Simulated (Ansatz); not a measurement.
## Notes on CaSn2O5

```xyz
16
Lattice="3.3841 4.6752 0.0000 3.5555 -4.6752 0.0000 4.0797 0.1777 -6.7208" Properties=species:S:1:pos:R:3 pbc="T T T"
O     6.4913    3.1346   -5.0339
O     4.5280   -2.9569   -1.6869
Ca    6.7129   -3.7912   -4.9304
Ca    4.3064    3.9689   -1.7904
Sn    1.6921    2.3376    0.0000
O     3.3010   -0.4365   -2.5875
O     7.7184    0.6142   -4.1333
Sn    3.8176   -2.2487   -3.3604
O     5.7465   -1.5357   -3.8040
O     5.2729    1.7135   -2.9168
O     7.3998   -1.6783   -6.1899
O     3.6196    1.8561   -0.5309
O     5.6027   -0.3947   -0.6318
O     5.4167    0.5724   -6.0891
Sn    6.5469   -0.4687   -5.0830
Sn    4.4724    0.6464   -1.6379
```

Level: r2SCAN, no spin polarisation; 500 eV; 4×4×3 Γ-centred mesh; tetrahedron occupations; Ansatz 0.2.0, fixed geometry.

(1) Is the cell too large or too small?

(2) What is the formation energy?

(3) What is the character of the valence top and the conduction bottom?

(4) Describe some of the short contacts.

(5) Metal or insulator? Give the gap.

(6) Which element gives electrons and which takes them?

(7) Which atom feels the largest force, and which way?

Origin: a known structure type with other elements, at an estimated volume, so it need not be a known compound. Caveats: empty levels are not fully converged; an odd or shifted mesh can miss the band edges, so this level's true gap may be smaller; no spin-orbit coupling, which can shift this gap by tenths of an eV; atoms or cell far from equilibrium; forces and stress under tetrahedra may miss the slope of the energy.

Answers

(1) The pressure is 13.1 GPa (compression positive), so with the atoms held at these fractions the cell would first expand; the forces are large, so a full relaxation may end otherwise. The principal stresses 7.9, 13.1, 18.3 GPa differ, so its shape would change too.

(2) -2.03 eV an atom against the elements' usual phases (free molecules for gases, crystals otherwise, with no correction for O₂ or N₂), so it is bound against them; other compounds may still compete. Relaxing would lower it.

(3) Within 0.7 eV of the edges, the states project mainly on O p (96 %) below the gap and on Sn s (31 %), Ca s (24 %) and O s (23 %) above it.

(4) O–Sn at 1.84 Å: least valence density 1.06 e/Å³ and ELF 0.26 there. Ca–O at 2.43 Å: least valence density 0.23 e/Å³ and ELF 0.08 there, a closed-shell (ionic or weak) contact. These are pseudo-fields; inside the PAW spheres they differ from the all-electron ones.

(5) The gap on the k mesh is 2.94 eV; the mesh may miss the band edges, so the true gap of this level can be smaller.

(6) Bader charges in e: Ca +1.66, Sn +2.52 to +2.67, O -1.38 to -1.35. In the mean Sn gives up most and O takes most.

(7) The largest is on O13 (and as large on other atoms): 3.49 eV/Å, components (2.61, -1.48, 1.79). It makes 169° with the line to a nearest neighbour, Sn16 at 1.84 Å, pointing away from it.
